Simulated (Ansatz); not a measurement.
Theory: DFT PBE, scalar-relativistic, plane waves, PAW in Ansatz. Settings: cutoff 420 eV, Γ-centred meshes spaced at most about 0.3 Å⁻¹, and about 0.25 Å⁻¹ or finer for metals (2π included), Gaussian smearing. No spin polarisation in the final relaxations.

Temperature and zero-point effects are left out.

Two relaxed structures of SiHgRh:

A.

```yaml
crystal:
  lattice:
    - [4.46335, 0.00000, 0.00000]
    - [-2.23167, 3.86537, 0.00000]
    - [0.00000, 0.00000, 2.86630]
  atoms:
    - { symbol: Si, position: [0.33333, 0.66667, 0.50000] }
    - { symbol: Hg, position: [0.00000, 0.00000, 0.50000] }
    - { symbol: Rh, position: [0.66667, 0.33333, 0.00000] }
```

B.

```yaml
crystal:
  lattice:
    - [3.35701, 0.00000, 0.00000]
    - [0.00000, 3.35701, 0.00000]
    - [0.00000, 0.00000, 9.51735]
  atoms:
    - { symbol: Si, position: [0.00000, 0.50000, 0.15868] }
    - { symbol: Si, position: [0.50000, 0.00000, 0.84132] }
    - { symbol: Hg, position: [0.00000, 0.50000, 0.60468] }
    - { symbol: Hg, position: [0.50000, 0.00000, 0.39532] }
    - { symbol: Rh, position: [0.00000, 0.50000, 0.90089] }
    - { symbol: Rh, position: [0.50000, 0.00000, 0.09911] }
```

Task: Which would you expect to be lower, and how large is the difference?

Result: B is lower, by 0.54 eV/atom. A has space group P-6m2 (No. 187), 16.5 Å³/atom and no gap on its mesh; B has space group P4/nmm (No. 129), 17.9 Å³/atom and no gap. Counting Si atoms around Hg and Rh (those within 1.25 times the shortest such distance or 1.15 times the sum of covalent radii; the shortest distance is added where it is long for a bond), A has Hg 3, Rh 6 and B has Hg 4 from 3.3 Å, Rh 5. The lower one is the more open, so pressure narrows the difference. Both come from invented guesses.

These runs have no spin–orbit coupling, which can matter for Hg. Cells relaxed within their symmetry can be saddle points.
